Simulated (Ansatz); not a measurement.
Starting cell, Ge (diamond):

```xyz
4
Lattice="0.0000 5.6744 5.6744 2.8372 0.0000 2.8372 2.8372 2.8372 0.0000" Properties=species:S:1:pos:R:3 pbc="T T T"
Ge     2.8372     2.8372     2.8372
Ge     2.8372     5.6744     5.6744
Ge     4.2558     4.2558     4.2558
Ge     4.2558     7.0930     7.0930
```

The atoms are displaced by Q × the pattern below (from a DFPT mode at L = (0.5, 0.0, 0.0), largest move 1; Q in Å), at fixed cell. (q is in reciprocal vectors of the primitive cell; the cell shown is doubled to hold the pattern.)

```json
[
 {"atom": "Ge1", "x": "-0.577", "y": "0.577", "z": "0.577"},
 {"atom": "Ge2", "x": "0.577", "y": "-0.577", "z": "-0.577"},
 {"atom": "Ge3", "x": "0.577", "y": "-0.577", "z": "-0.577"},
 {"atom": "Ge4", "x": "-0.577", "y": "0.577", "z": "0.577"}
]
```

The numbers are results of r2SCAN (plane waves to 500 eV, PAW, scalar-relativistic; Ansatz, a program for electronic structure), not measurements. k mesh 5×10×10 (Γ-centred), Fermi-Dirac smearing 0.05 eV. Energies are smeared free energies. Compression counts positive. As the smearing reaches across the gap at some points, energies and forces of such displacements shift with the k mesh and the smearing. Ge was relaxed with its symmetry unable to fall. The zero of ΔE is the undisplaced structure.

```csv
Q (Å),ΔE (eV/cell),−dE/dQ from forces (eV/Å),P (GPa)
-0.280,1.648,9.096,2.6
-0.233,1.230,8.809,1.8
-0.187,0.832,8.071,1.0
-0.140,0.487,6.617,0.6
-0.093,0.224,4.634,0.3
-0.047,0.057,2.440,0.1
0.000,0.000,0.000,0.0
0.047,0.057,-2.440,0.1
0.093,0.224,-4.634,0.3
0.140,0.487,-6.617,0.6
0.187,0.832,-8.071,1.0
0.233,1.230,-8.809,1.8
0.280,1.648,-9.096,2.6
```

Summary:

| Quantity | Value |
|---|---|
| Energy at Q = 0.280 Å | 1648 meV/cell |
| Space group of the distorted cell | R-3m (No. 166), lowered from Fd-3m |
| Symmetry of the curve | even: the same for both signs |
| Shape of the curve | a single well with its minimum at or next to zero displacement |
| Harmonic wavenumber from the curvature (finite differences) | 223 cm⁻¹ |

(A displaced cell: forces are minus the slopes of the energy, force constants its curvatures, and phonons follow from these.)
